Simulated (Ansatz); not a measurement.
Pd under compression and expansion

```
Pd
1.0
     0.00000    1.94490    1.94490
     1.94490    0.00000    1.94490
     1.94490    1.94490    0.00000
Pd
1
Direct
  0.00000 0.00000 0.00000
```

The conventional cell has a = 3.890 Å, b = 3.890 Å, c = 3.890 Å, α = 90.00°, β = 90.00°, γ = 90.00°. Around Pd (atom 1) lie 12 Pd at 2.75 Å.

The cell is COD entry 9008478, as deposited and not checked against the literature; nothing was relaxed.

Spin polarisation is left out, and whether a magnetic state lies lower isn't shown here.

All numbers are computed: DFT, PBEsol, all-electron LAPW, scalar-relativistic (Ansatz 0.2.0); DFT, PBEsol, PAW with Ansatz's default frozen-core files, scalar-relativistic (Ansatz 0.2.0).

For LAPW: a Γ-centred 18×18×18 k mesh, Fermi–Dirac smearing of 0.05 eV, basis error target 0.25 meV/atom, no spin polarisation. PAW takes a cutoff of 420 eV at this cell (files made with PBE, cores remade for this functional). The Ansatz runs share mesh, smearing and spin set-up. Plane-wave (PAW) pressures include the program's estimate of the Pulay term.

The cell above is scaled evenly, with fractional coordinates and shape held.

```tsv
V/V(cell)	V (Å³/atom)	P, LAPW (GPa)	P, PAW (GPa)	free energy over the lowest listed, PAW (meV/atom)
0.9400	13.831	11.86	11.90	25.3
0.9600	14.125	6.53	6.57	8.4
0.9800	14.419	1.85	1.90	0.8
0.9900	14.567	-0.27	-0.23	0.0
1.0000	14.714	-2.26	-2.21	1.1
1.0100	14.861	-4.13	-4.07	4.0
1.0200	15.008	-5.87	-5.82	8.6
1.0400	15.302	-9.03	-8.97	22.2
1.0600	15.597	-11.80	-11.73	41.3
```

**Question.** What do Birch–Murnaghan fits to the pressures give?

**Answer.** LAPW: V0 = 14.55 Å³/atom, B0 = 205 GPa, B0′ = 5.5; PAW: V0 = 14.55 Å³/atom, B0 = 204 GPa, B0′ = 5.5.

PAW's V0 lies 0.02 % from the all-electron value and its B0 -0.2 %. Symmetry fixes shape and coordinates here, so this is the relaxed modulus.
